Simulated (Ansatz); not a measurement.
Computed properties of YbB2

```
CELL_PARAMETERS angstrom
3.25030 0.00000 0.00000
-1.62515 2.81484 0.00000
0.00000 0.00000 3.73150
ATOMIC_POSITIONS crystal
Yb 0.00000 0.00000 0.00000
B 0.33333 0.66667 0.50000
B 0.66667 0.33333 0.50000
```

Atom numbers follow the list: Yb1, B2, B3.

The conventional cell has a = 3.250 Å, b = 3.250 Å, c = 3.732 Å, α = 90.00°, β = 90.00°, γ = 120.00°. Around Yb (atom 1) lie 12 B at 2.65 Å. Around B (atom 2) lie 3 B at 1.88 Å.

The cell comes from COD entry 1510855, which wasn't checked; take it as a given geometry.

Semilocal functionals without a Hubbard term describe localised f shells poorly; where the shell is localised, the real material differs.

No spin–orbit coupling, which matters for the heavy atoms here.

Levels of theory: DFT, PBE, all-electron LAPW, scalar-relativistic (Ansatz 0.2.0); DFT, PBE, PAW with Ansatz's default frozen-core files, scalar-relativistic (Ansatz 0.2.0).

For LAPW: a Γ-centred 13×13×10 k mesh, Fermi–Dirac smearing of 0.05 eV, basis error target 0.5 meV/atom, no spin polarisation. PAW takes a cutoff of 420 eV at this cell. The Ansatz runs share mesh, smearing and spin set-up. Values come from LAPW unless marked.

```json
{"Pressure at this cell": "22.5 kbar", "Band gap": "none: bands cross the Fermi level, a metal", "Stress xx, yy, zz (compression positive)": "-0.61, -0.61, 7.96 GPa", "Density of states at the Fermi level (0.2 eV bin)": "3.12 states/eV per cell", "Löwdin charges (with 0.02 e of the cell spilling out of the atomic basis, so their sizes and signs hang on that basis)": "Yb1 0.32, B2 -0.15 e", "Bader charges (from the PAW run)": "Yb1 +1.37, B2 -0.69 e", "Volume per atom": "11.38 Å³"}
```
